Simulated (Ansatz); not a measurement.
TaRu, DFT, LDA, PAW with Ansatz's default frozen-core files, scalar-relativistic (Ansatz 0.2.0), run on 1 thread of Intel(R) Xeon(R) Platinum 8488C (Sapphire Rapids) on a shared host.

The cell comes from COD entry 1523017, which wasn't checked; take it as a given geometry. The listed cell was then made from it by scaling, straining or moving an atom.

Command: `ansatz run input.yaml --threads 1 --pin off --max-ram 3072MiB --backend cpu --events-out ev --progress --plain --runs-dir out`

```yaml
crystal:
  lattice:
    - [3.053, 0.0, 0.0]
    - [0.0, 3.053, 0.0]
    - [0.0, 0.0, 3.32122]
  atoms:
    - { symbol: Ta, position: [0.5, 0.5, 0.5] }
    - { symbol: Ru, position: [0.0, 0.0, 0.0] }
kpoints:
  mp_grid: { grid: [11, 11, 10] }
scf:
  occupations: { method: fermi_dirac, width: 0.05 }
hamiltonian:
  xc: lda
  pseudopotentials: { kind: paw }
output:
  forces: true
  stress: true
  eigenvalues: true
  efg: { contact_densities: true }
```

Q: How large is the problem that the program sets up?

A: 126 irreducible k-points, 611 plane waves at Γ, 19 bands.

Q: About how long does it take, and how much memory does it use?

A: 4.3 s of wall time for 6 SCF iterations, with a peak of 0.48 GiB. Times on shared machines scatter by tens of per cent.

Q: And the same cell and mesh by crystal-made all-electron datasets, asked for forces, stress, eigenvalues, efg, on the same hardware?

A: 32 s, peak memory 1.1 GiB.
